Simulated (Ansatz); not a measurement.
SiGe (CsCl type, space group No. 221), r²SCAN (plane waves, PAW; program Ansatz), all energies at zero smearing, with the estimated change up to a 700 eV cutoff added, with one set of potentials and settings (totals compare only within such a set). Cell of 2 atoms (1 Ge, 1 Si): -4940.482 eV.

```tsv
element	reference phase	E (eV/atom)
Ge	Fd-3m, 2 atoms in the cell	-4302.9041
Si	Fd-3m, 2 atoms in the cell	-639.0667
```

Formation energy per atom, worked out: (-4940.482 − 1×(-4302.9041) − 1×(-639.0667))/2 = 0.745 eV/atom (72 kJ per mol of atoms), at 0 K, without zero-point energy or fitted corrections.

Space group Pm-3m (CsCl type). A made-up cell: these elements were put on the sites of a structure type; neither database checked (COD, Materials Project) lists it. Its standing as an ambient phase is unchecked. Symmetry was held in the r²SCAN relaxation; its stability against distortions is not shown here. The references are the lowest solids computed at this level, not always the standard phases.

Potentials: the later of the program's two PAW sets.
